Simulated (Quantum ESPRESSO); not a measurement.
Band energies of RbPbF$_{3}$

```xyz
5
Lattice="4.8617 0.0000 0.0000 0.0000 4.8617 0.0000 0.0000 0.0000 4.8617" Properties=species:S:1:pos:R:3 pbc="T T T"
F      0.0000     2.4309     2.4309
F      2.4309     0.0000     2.4309
F      2.4309     2.4309     0.0000
Rb     0.0000     0.0000     0.0000
Pb     2.4309     2.4309     2.4309
```

norm-conserving PBEsol (Quantum ESPRESSO, 84 Ry, without SOC); path ΓXMΓRX,MR; energies in eV from the valence-band maximum.

```csv
k (1/Å),point,band 18,band 19,band 20,band 21,band 22,band 23,band 24,band 25
0.00,Γ,-3.36,-3.36,-3.36,-3.36,-3.36,3.83,5.61,5.61
0.43,,-3.39,-3.39,-3.39,-3.39,-2.49,3.44,5.71,5.71
0.65,X,-3.40,-3.40,-3.40,-3.40,-1.93,3.04,5.60,5.60
0.86,,-3.41,-3.41,-3.40,-3.28,-1.77,3.15,5.10,5.64
1.29,M,-3.45,-3.45,-3.45,-3.10,-0.89,3.55,3.55,5.67
1.66,,-3.42,-3.41,-3.39,-3.21,-2.02,3.84,4.31,5.73
2.02,,-3.37,-3.37,-3.36,-3.34,-3.30,3.88,5.43,5.64
2.21,Γ,-3.36,-3.36,-3.36,-3.36,-3.36,3.83,5.61,5.61
2.37,,-3.39,-3.35,-3.35,-3.35,-3.32,3.88,5.53,5.53
2.85,,-3.61,-3.24,-3.24,-3.20,-1.64,4.09,4.15,4.15
3.17,,-3.54,-3.12,-3.12,-3.11,-0.25,3.16,3.16,3.25
3.33,R,-3.45,-3.09,-3.09,-3.09,0.00,3.00,3.00,3.00
3.51,,-3.51,-3.14,-3.13,-3.11,-0.31,3.09,3.25,3.37
3.87,,-3.51,-3.32,-3.31,-3.22,-1.49,3.25,4.67,4.98
4.24,X,-3.40,-3.40,-3.40,-3.40,-1.93,3.04,5.60,5.60
4.24,M,-3.45,-3.45,-3.45,-3.10,-0.89,3.55,3.55,5.67
4.40,,-3.45,-3.36,-3.36,-3.10,-0.82,3.46,3.46,5.19
4.89,R,-3.45,-3.09,-3.09,-3.09,0.00,3.00,3.00,3.00
```

The PBEsol gap is direct, 3.00 eV at R.

Spin-orbit coupling is left out; with 6p states at a band edge it can lower the gap by many tenths of an eV, most of a small gap. The cell is held in this high symmetry; tilts and polar distortions were not searched.

Geometry of the Materials Project entry, not relaxed at this level.

The structure is a Materials Project entry; no match was found in the copy of COD used, and its stability was not checked.
